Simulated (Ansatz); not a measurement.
AlN (zinc blende, F-43m), DFT-LDA in the program Ansatz with PAW potentials: ε∞ = 4.54, cell volume 20.47 Å³. Infrared-active transverse modes:

```csv
ω_TO (cm⁻¹),oscillator strength S_xx (e²/amu)
664.9,0.7021
```

Task: Compute the static dielectric constant.

Result: Each mode adds (4.921e7/V) S/ω²: 3.82. So ε0 = 8.36.

Task: What LO frequency does the Lyddane–Sachs–Teller relation give?

Result: ω_LO = ω_TO √(ε0/ε∞) = 902 cm⁻¹.

The LDA relaxation kept the symmetry of its start.

Potentials: the earlier of the program's two PAW sets. The files were generated under PBE; for other functionals the program regenerates the frozen cores, and for LDA and PBEsol the local potential too.
